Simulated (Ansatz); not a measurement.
Relaxation of a generated cell, Ga2O3 placed in the bixbyite structure type; 40 atoms in the cell, which starts as Ia-3 (No. 206), cI80; a = b = c = 9.3490 Å, α = β = γ = 90.00°. Calculation: r2SCAN (plane waves to 500 eV, PAW, scalar-relativistic; Ansatz, an electronic-structure program). Γ-centred k-mesh 3×3×3 on the run's cell (coarser than for final values), Fermi–Dirac smearing 0.05 eV. This is the first round of the run. 

The optimiser's lines from the output (shortened; P is positive under compression):

```
relax step   1: F+E_penalty+E_count = -74309.53293184 eV  Δ(F+E_penalty+E_count) = +0.000e0 eV  max|allowed force component| = 5.629e-1 eV/Å  Δτ_max = 0.0000 Å  P = -5.351 GPa  Ω = 408.565 Å³  (9 SCF iters, dr2 threshold 1.00e-7 eV, accepted)
relax step   2: F+E_penalty+E_count = -74309.93506608 eV  Δ(F+E_penalty+E_count) = -4.021e-1 eV  max|allowed force component| = 1.934e-1 eV/Å  Δτ_max = 0.0350 Å  P = -2.303 GPa  Ω = 400.815 Å³  (6 SCF iters, dr2 threshold 4.00e-6 eV, accepted)
relax step   3: F+E_penalty+E_count = -74309.99475057 eV  Δ(F+E_penalty+E_count) = -5.968e-2 eV  max|allowed force component| = 1.279e-1 eV/Å  Δτ_max = 0.0076 Å  P = +0.059 GPa  Ω = 396.731 Å³  (6 SCF iters, dr2 threshold 4.00e-6 eV, accepted)
relax step   4: F+E_penalty+E_count = -74310.01452538 eV  Δ(F+E_penalty+E_count) = -1.977e-2 eV  max|allowed force component| = 1.015e-1 eV/Å  Δτ_max = 0.0161 Å  P = -0.073 GPa  Ω = 397.387 Å³  (6 SCF iters, dr2 threshold 1.02e-6 eV, accepted)
relax step   5: F+E_penalty+E_count = -74310.02131833 eV  Δ(F+E_penalty+E_count) = -6.793e-3 eV  max|allowed force component| = 1.497e-2 eV/Å  Δτ_max = 0.0082 Å  P = +0.009 GPa  Ω = 397.403 Å³  (6 SCF iters, dr2 threshold 6.43e-7 eV, accepted)
relax step   6: F+E_penalty+E_count = -74310.02166419 eV  Δ(F+E_penalty+E_count) = -3.459e-4 eV  max|allowed force component| = 6.313e-4 eV/Å  Δτ_max = 0.0029 Å  P = +0.005 GPa  Ω = 397.487 Å³  (7 SCF iters, dr2 threshold 1.40e-8 eV, accepted)
relax step   7: F+E_penalty+E_count = -74310.01227513 eV  Δ(F+E_penalty+E_count) = +9.389e-3 eV  max|allowed force component| = 6.238e-4 eV/Å  Δτ_max = 0.0000 Å  P = +0.014 GPa  Ω = 397.487 Å³  stress off target by 1.43e-2 GPa  SCF on the basis re-selected at this cell (its energy is not comparable with the rows above)  (7 SCF iters)
```

From the first to the last row the energy changes by -0.01 eV/atom and the volume by -2.7 %. The last row is marked as not comparable with the walk above it, whose basis was carried along; it does compare with step 1, since both stand on a basis selected at the nominal cutoff for their own cell.

Later rounds, restarted from the end of this one on a renewed k-mesh, logged 2 more steps and released under 1 meV/atom more. The final structure after all rounds: Ia-3 (No. 206), cI80, bixbyite type; a = 9.264 Å, b = 9.264 Å, c = 9.264 Å, α = 90.00°, β = 90.00°, γ = 90.00°. Between re-selections the logged energies stand on a plane-wave basis carried along with the cell. No spin polarisation in the result.

The run could not lose the symmetry of its start, so the end can be a saddle point.

The relaxed structure here is a generated cell of Ga2O3: the first start was made by placing the elements on the sites of a structure type, and the end was not matched to a known phase here, so it may be hypothetical. Known forms of Ga2O3 include space group No. 12, 167.
